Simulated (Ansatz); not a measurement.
NbNO:
```
CELL_PARAMETERS angstrom
      5.12351     0.00000     0.00000
      0.00000     4.85673     0.00000
      0.00000     0.00000     4.96469
ATOMIC_POSITIONS crystal
  Nb 0.02799 0.28304 0.23923
  Nb 0.97201 0.71696 0.73923
  Nb 0.52799 0.71696 0.23923
  Nb 0.47201 0.28304 0.73923
  O  0.37414 0.06652 0.12125
  O  0.62586 0.93348 0.62125
  O  0.87414 0.93348 0.12125
  O  0.12586 0.06652 0.62125
  N  0.23047 0.53938 0.99552
  N  0.76953 0.46062 0.49552
  N  0.73047 0.46062 0.99552
  N  0.26953 0.53938 0.49552
```

Relaxed with PBEsol. Special points in fractions of this cell's reciprocal vectors: Γ (0.000, 0.000, 0.000); X (0.500, 0.000, 0.000); S (0.500, 0.500, 0.000); Y (0.000, 0.500, 0.000); Z (0.000, 0.000, 0.500); U (0.500, 0.000, 0.500); R (0.500, 0.500, 0.500); T (0.000, 0.500, 0.500).

Task: List the band energies nearest the valence-band maximum at these points for PBEsol (plane waves, PAW; program Ansatz).

Result: In eV from the valence-band maximum; about four levels below and three above (degenerate sets whole), none deeper than 8.9 eV; points with the same levels are listed once.

| k | below | above |
|---|---|---|
| Γ | -0.98 -0.45 -0.40 -0.02 | 2.12 2.35 2.47 |
| X | -0.51 -0.51 -0.27 -0.27 | 2.48 2.48 2.74 2.74 |
| S | -1.12 -1.12 -0.09 -0.09 | 2.42 2.42 2.87 2.87 |
| Y | -0.88 -0.81 -0.66 -0.02 | 1.38 2.18 2.32 |
| Z | -0.68 -0.68 -0.12 -0.12 | 2.36 2.36 2.50 2.50 |
| U | -0.80 -0.80 -0.80 -0.80 | 2.76 2.76 2.76 2.76 |
| R | -0.97 -0.97 -0.97 -0.97 | 2.05 2.05 2.05 2.05 |
| T | -1.17 -1.17 -0.51 -0.51 | 2.42 2.42 2.43 2.43 |

Space group Pca2_1. The start of the workflow was typed in or built on a structure type; neither database checked (COD, Materials Project) lists it. COD files the formula under space group No. 14. Its standing as an ambient phase is unchecked. The cell was relaxed with PBEsol under the symmetry of its start; its stability against distortions is not shown here. The workflow began spin-polarised and lost its moments. Scalar-relativistic: spin–orbit coupling is off unless named, which matters more the heavier the elements.

Potentials: the earlier of the program's two PAW sets. The files were generated under PBE; for other functionals the program regenerates the frozen cores, and for LDA and PBEsol the local potential too.
